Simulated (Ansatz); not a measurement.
Ca$_{2}$Bi:
```yaml
crystal:
  lattice:
    - [-2.39149, 2.39149, 8.41058]
    - [2.39149, -2.39149, 8.41058]
    - [2.39149, 2.39149, -8.41058]
  atoms:
    - { symbol: Ca, position: [0.50000, 0.00000, 0.50000] }
    - { symbol: Ca, position: [0.00000, 0.50000, 0.50000] }
    - { symbol: Ca, position: [0.32582, 0.32582, 0.00000] }
    - { symbol: Ca, position: [0.67418, 0.67418, 0.00000] }
    - { symbol: Bi, position: [0.13637, 0.13637, 0.00000] }
    - { symbol: Bi, position: [0.86363, 0.86363, 0.00000] }
```

Relaxed with PBEsol. Special points in fractions of this cell's reciprocal vectors: Γ (0.000, 0.000, 0.000); X (0.000, 0.000, 0.500); P (0.250, 0.250, 0.250); N (0.000, 0.500, 0.000); M (0.500, 0.500, -0.500); S (0.270, 0.730, -0.270); S0 (-0.270, 0.270, 0.270); R (-0.040, 0.040, 0.500); G (0.500, 0.500, -0.040).

### Question
List the band energies nearest the Fermi level at these points for PBEsol in the plane-wave PAW code Ansatz.

### Answer
In eV from the Fermi level; about four levels below and three above (degenerate sets whole), none deeper than 8.9 eV; points with the same levels are listed once.

```tsv
k	below	above
Γ	-1.37 -1.37 -1.21 -0.88 -0.88	0.69 0.95 1.09
X	-2.11 -1.76 -0.19 -0.03	0.19 1.04 1.28
P	-2.18 -1.77 -0.14 -0.08	0.51 0.51 1.66 1.66
N	-1.64 -1.35 -1.24 -0.31	1.06 1.20 1.63
M	-1.28 -1.28 -1.03 -1.03 -1.01	0.36 1.13 1.22
S	-1.55 -1.34 -1.24 -0.38	1.11 1.18 1.63
R	-2.10 -1.74 -0.16 0.00	0.21 1.07 1.24
```

Space group I4/mmm. The workflow started from an entry of the Crystallography Open Database (COD). Whether it is the stable phase at ambient conditions was not checked. The cell was relaxed with PBEsol under the symmetry of its start; whether a distortion lowers the energy is not shown. Spin–orbit coupling is left out wherever it is not named.

Potentials: the later of the program's two PAW sets.
